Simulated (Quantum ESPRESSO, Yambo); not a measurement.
## Levels of theory for the gap of K2AgAlCl6

K2AgAlCl6 (space group Fm-3m, No. 225): one geometry, one set of norm-conserving PBEsol (Quantum ESPRESSO, 82 Ry, no spin-orbit coupling) orbitals, self-energies from Yambo (2×2×2 Γ-centred k mesh, bands 5 to 372 and a 7 Ry block in the screening, 372 bands in G with the Bruneval-Gonze terminator, plasmon pole fitted at 27.2 eV).

The geometry is that of Materials Project entry mp-1111973, symmetrised and not relaxed again.

```
level                                                        gap Γ → Γ (eV)                   rough Yambo cost
-----------------------------------------------------------  --------------  ---------------------------------
PBEsol (Quantum ESPRESSO)                                              2.09                                  –
exchange only (Hartree-Fock self-energy on PBEsol orbitals)           11.61              about 1/20 (6 states)
static COHSEX@PBEsol                                                   4.87  within a factor of two (2 states)
G0W0@PBEsol, plasmon pole                                              4.41                       1 (6 states)
```

Bare exchange has no screening and gives the widest gap; static COHSEX screens it but leaves out the frequency dependence, which G0W0 restores.

Costs are rough ratios of core time on shared machines.

Nearest settings tried, and what they do to the gap: 239 bands in W, 239 bands in G: +60 meV; 6 Ry block (459 vectors against 561): -18 meV. Not varied: mesh. So the settings aren't converged at that level. The k mesh is coarse.

Spin-orbit splittings are left out.

The structure is a Materials Project entry; no match was found in the copy of COD used, and its stability was not checked.
